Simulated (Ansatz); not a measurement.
## BaH2: do energies and stresses tell the same story?

The calculation used Ansatz 0.2.0, DFT r2SCAN, scalar-relativistic, plane waves, PAW.

Cutoff 500 eV; k points 6×6×6 on the computed 6-atom cell (Γ-centred); Gaussian smearing, width 0.02 eV; no spin polarisation.

Relaxed cell: P6_3/mmc, a = 4.438 Å, b = 4.438 Å, c = 6.000 Å, α = 90.00°, β = 90.00°, γ = 120.00°, 6 atoms in the primitive cell. Whether it is the stable form of this composition wasn't checked.

Energies at zero smearing and pressures from the stress tensor, at volumes with shape and atoms relaxed:
```
V (Å³/atom) E − E(first) (meV/atom) P (GPa)
     15.014                     0.00     5.21
     15.526                   -13.97     3.58
     16.038                   -23.12     2.17
     16.550                   -28.17     0.98
     17.061                   -29.70    -0.01
     17.573                   -28.21    -0.90
     18.085                   -24.16    -1.65
     18.768                   -15.46    -2.43
```

Check P = −dE/dV between neighbouring volumes, and get the bulk modulus from the pressures alone.

With 1 eV/Å³ = 160.2 GPa:
```csv
middle V (Å³/atom),−ΔE/ΔV (GPa),mean P (GPa)
15.270,4.372,4.394
15.782,2.865,2.873
16.294,1.581,1.575
16.806,0.477,0.487
17.317,-0.465,-0.455
17.829,-1.269,-1.277
18.426,-2.041,-2.044
```

The two differ by 0.02 GPa at most. The mean of two end pressures misses the average over a step by about ΔV² P″/12, up to 0.03 GPa here; with that taken off 0.02 GPa remains. Around V = 17.061 Å³/atom, the two neighbours give B = −V ΔP/ΔV = 17.061 × 1.88 / 1.024 = 31.4 GPa, against B0 = 31.3 GPa from the Birch–Murnaghan fit of the energies.

Cost: 9 runs of about 10 core-minutes in all, on AMD EPYC (Zen 3) (shared hosts).